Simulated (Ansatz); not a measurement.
A geometry of SnO away from equilibrium: step 2 of the relaxation of a relaxed SnO cell, doubled along one cell vector, shaken by Gaussian noise of σ = 0.08 Å a coordinate. Calculation: PBEsol (plane waves to 420 eV, PAW, scalar-relativistic; Ansatz, a first-principles code). Γ-centred k-mesh 4×8×4 on the run's cell (coarser than for final values), Fermi–Dirac smearing 0.05 eV.

```xyz
8
Lattice="6.7371 -0.0150 0.0033 -1.6908 2.9337 -0.0056 0.0031 -0.0105 6.4790" Properties=species:S:1:pos:R:3 pbc="T T T"
Sn     0.1046    -0.0094     0.1023
Sn     3.2072    -0.0685     0.0887
Sn     0.0589     0.0124     3.3730
Sn     3.4211    -0.1109     3.2006
O     -0.0521     1.8218     1.7437
O      3.4040     1.9747     1.4158
O      1.7371     0.9765     4.6896
O      4.9865     0.7640     4.9633
```

Which atoms carry the largest force, and which way does it point?

1.56 eV/Å, on Sn2 (atoms numbered as listed); on Sn2 its components are (1.34, 0.68, -0.42).

What is the pressure?

-0.9 GPa, compression positive.

How much energy per atom can still be gained by relaxing?

0.44 eV/atom; the path ends in P2₁/m (No. 11).

No spin polarisation in the result.

The end of the path is a generated cell of SnO: the first start was made by placing the elements on the sites of a structure type, and the end was not matched to a known phase here, so it may be hypothetical. Known forms of SnO include space group No. 129.
